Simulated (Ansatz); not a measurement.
According to plane-wave PAW PBE+D3(BJ) (Ansatz code), MoS$_{2}$ in the trigonal phase (R3m; Mo on 3a, S on 3a, S on 3a) relaxes to a = 3.153 Å, c = 17.997 Å. Mo has 6 nearest neighbours from 2.40 Å (trigonal prismatic); S on 3a has 3 nearest neighbours from 2.40 Å (trigonal pyramidal); S on 3a has 3 nearest neighbours from 2.40 Å (trigonal pyramidal). Its formation energy from the elements is -0.93 eV/atom, with no fitted shifts.

The Kohn–Sham gap is 0.77 eV (indirect). Gap from PBE+D3(BJ) with spin–orbit coupling: 0.74 eV. The electron mass is 0.50, 0.63, 0.78 mₑ (principal values). The hole mass is 0.59, 0.59, 1.0 mₑ (principal values).

The bulk modulus is 45.3 GPa.

Symmetry was held in the PBE+D3(BJ) relaxation. No spin polarisation was allowed. The references are the lowest solids computed at this level, not always the standard phases. Scalar-relativistic: spin–orbit coupling is off unless named, which matters more the heavier the elements.

Potentials: the earlier of the program's two PAW sets.
